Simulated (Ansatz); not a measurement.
Ansatz input

```yaml
crystal:
  lattice:
    - [-1.9044291965, 1.904625065, 1.3388799401]
    - [1.904625065, -1.9044291965, 1.3388799401]
    - [3.1842097151, 3.1842097151, -1.3385212065]
  atoms:
    - { symbol: W, position: [4.65275e-05, 0.9999534725, 0.0] }
    - { symbol: W, position: [0.7499534725, 0.2500465275, 0.5] }
hamiltonian:
  xc: r2scan
  pseudopotentials:
    kind: paw_fr
    azcp:
      W: "pseudopotentials/W.paw.azcp"
basis:
  ecutwfc: 500
  fft_grid_basis: typed
kpoints:
  mp_grid: { grid: [13, 13, 7], shift: [0, 0, 0] }
magnetization:
  noncollinear: true
  spin_orbit: true
scf:
  occupations: { method: fermi_dirac, width: 0.1 }
```

and its output:

```
Engine: ansatz 0.2.0, x86_64-unknown-linux-gnu
Pseudopotentials: kind: paw_fr
Pseudopotential: W, paw_fr, valence charge 14, recommended cutoff 500 eV (meta_gga) 
Functional definition: r2SCAN
  parameter k0 = 0.174
  parameter k1 = 0.065
  parameter a1 = 4.9479
  exchange = r2scan_x(k0 = k0, k1 = k1, a1 = a1)
  correlation = r2scan_c
non-collinear run that drives no moment, with spin-orbit: no starting moment large enough to seed its density (crystal.atoms[].spin), no starting occupations that ask for one, no magnetisation constraint and no magnetic field, so the semilocal B_xc is pinned to zero
Crystal: 2 atoms, lattice volume = 32.479 Å³
Basis set: ecut = 500 eV, 837 PW (Γ), exchange–correlation on 96×96×144 points (64 copies of the dense FFT grid, shifted against one another)
Bands: 36, of which v1, the nominal top of the filled ones, is band 28 counted from 1 (27 counted from 0)
Symmetry: 4 space group operations + 4 with time reversal
Magnetic group: BNS 15.86 (UNI 93), of the structure as read, at distance tolerance 3.2e-5 Å
k-points: 322 of 1183
Projection manifold: j_resolved (fully-relativistic pseudo-atomic orbitals)
Non-local potential: W, projectors of the file, l = 0: 3, l = 1: 4, l = 2: 4, l = 3: 2
PAW form: soft (Blöchl's): semilocal exchange-correlation on the pseudo side does not see the compensation charge
PAW frozen core: W, regenerated for the run's functional (the file was generated under x = pbe(κ = 0.804, μ = 0.2195149727645171), c = pbe(β = 0.06672455060314922))
PAW one-centre angular grid: W, 590 points (default); XC on 160 Gauss nodes
Initial density: superposition of atomic densities (chi_scale 0.1, normalization cell)
Initial wavefunctions: pseudopotential atomic-orbital guess
Functional: x = r2scan, c = r2scan; τ floored in thin density (d = 2e-4 eV/Å³)
iter 1 solved again at ethr=2.80e-3 eV; its pass at ethr=3.10e-3 eV (dr2=7.83e-1 eV) is discarded
SCF iter   1: F=—  HF=-20745.583407 eV  |F-HF|=—  |Δ(HF+E_count)|=         —  Δρ=5.62e-2  dr2=7.86e-1  dr2_τ=1.10e-2  dr2_m=0.00e0 (ungated)  ethr=2.80e-3  |M|=0.00e0 ∫|m|=0.00e0 μB  |m|>n=0.0e0 m-floor=0.0e0 τ_xc=0.0e0  β_m=0.30  ⟨swp⟩=1.0  Hψ=34933  notcnv=0
SCF iter   2: F=—  HF=-20745.615339 eV  |F-HF|=—  |Δ(HF+E_count)|=   3.19e-2  Δρ=4.36e-2  dr2=4.50e-1  dr2_τ=5.02e-3  dr2_m=0.00e0 (ungated)  ethr=2.80e-3  |M|=0.00e0 ∫|m|=0.00e0 μB  |m|>n=0.0e0 m-floor=0.0e0 τ_xc=0.0e0  β_m=0.65  ⟨swp⟩=2.0  Hψ=6939  notcnv=0
SCF iter   3: F=—  HF=-20745.597937 eV  |F-HF|=—  |Δ(HF+E_count)|=   1.74e-2  Δρ=2.63e-3  dr2=1.58e-3  dr2_τ=3.58e-4  dr2_m=0.00e0 (ungated)  ethr=1.61e-3  |M|=0.00e0 ∫|m|=0.00e0 μB  |m|>n=0.0e0 m-floor=0.0e0 τ_xc=0.0e0  β_m=0.69  ⟨swp⟩=2.0  Hψ=10300  notcnv=0
SCF iter   4: F=—  HF=-20745.598274 eV  |F-HF|=—  |Δ(HF+E_count)|=   3.37e-4  Δρ=3.93e-4  dr2=1.03e-5  dr2_τ=2.04e-6  dr2_m=0.00e0 (ungated)  ethr=5.64e-6  |M|=0.00e0 ∫|m|=0.00e0 μB  |m|>n=0.0e0 m-floor=0.0e0 τ_xc=0.0e0  β_m=0.78  ⟨swp⟩=2.2  Hψ=9827  notcnv=0
SCF iter   5: F=—  HF=-20745.598306 eV  |F-HF|=—  |Δ(HF+E_count)|=   3.22e-5  Δρ=7.34e-5  dr2=9.21e-7  dr2_τ=8.46e-8  dr2_m=0.00e0 (ungated)  ethr=3.70e-8  |M|=0.00e0 ∫|m|=0.00e0 μB  |m|>n=0.0e0 m-floor=0.0e0 τ_xc=0.0e0  β_m=0.73  ⟨swp⟩=2.0  Hψ=10401  notcnv=0
SCF iter   6: F=-20745.598307 eV  HF=-20745.598307 eV  |F-HF|=1.04e-7  |Δ(HF+E_count)|=   3.22e-7  Δρ=2.41e-5  dr2=4.83e-8  dr2_τ=4.47e-9  dr2_m=0.00e0 (ungated)  ethr=3.57e-10  |M|=0.00e0 ∫|m|=0.00e0 μB  |m|>n=0.0e0 m-floor=0.0e0 τ_xc=0.0e0  ⟨swp⟩=3.2  Hψ=13609  notcnv=0
SCF 1 converged in 6 iterations: F = -20745.598307 eV  dr2 = 4.83e-8
SCF converged after 6 iterations
Magnetization: |M| = 0.0000 μB,  M = (+0.0000, +0.0000, +0.0000) μB
Absolute magnetization: 0.0000 μB (∫|m|)
  site 0: m = (+0.0000, +0.0000, +0.0000) μB, |m| = 0.0000 μB  (R = 1.10 Å)
  site 1: m = (+0.0000, +0.0000, +0.0000) μB, |m| = 0.0000 μB  (R = 1.10 Å)
Free energy (F): -20745.598307 eV
Harris-Foulkes:  -20745.598307 eV  (|F-HF|=1.04e-7)
Internal energy: -20745.569412 eV  (E = F + TS)
E sigma→0 (E₀):  -20745.583859 eV
Entropy (-TS):   -0.028895 eV (-14.447 meV/atom)
Fermi energy:    21.547205 eV
--- Per-component energies (eV) ---
  E_band       = -213.025887
  E_kinetic    = 900.806403
  E_local      = -1245.478734  (includes V_loc(G=0)·N_el)
  E_nonlocal   = -6.598592
  E_hartree    = 447.161616
  E_xc         = -497.205597
  E_vxc        = -519.134901  (∫ρ·V_xc dr)
  E_paw        = -17130.049077  (= ΣΔE_a)
  E_vpaw       = -263.769862  (= ΣTr[D̂ρ^β])
  E_aug_tail   = -0.000103  (compensation charges beyond the density's cutoff)
  E_vtau       = 26.829211  (kinetic-family band-sum trace: ∫τ·v_τ [+ j·A + Jᵃ·Aᵃ] dr)
  E_ewald      = -3212.985348
  E_core_change = -1.219979  (= ΣΔE_core)
  E_smearing   = -0.028895  (= −TS)
  E_closure    = 0.000000  (closes the sum)
  Σ components = -20745.598307   (vs F -20745.598307, Δ=0.00e0)
```

Launched by

```sh
ansatz run input.yaml --threads 1 --pin off --max-ram 3584MiB --backend cpu --events-out ev --progress --plain --runs-dir out
```

On 1 thread of Intel(R) Xeon(R) Platinum 8259CL CPU @ 2.50GHz (Skylake/Cascade Lake) (shared host) this took about 120 s of wall time and 120 s of CPU time.
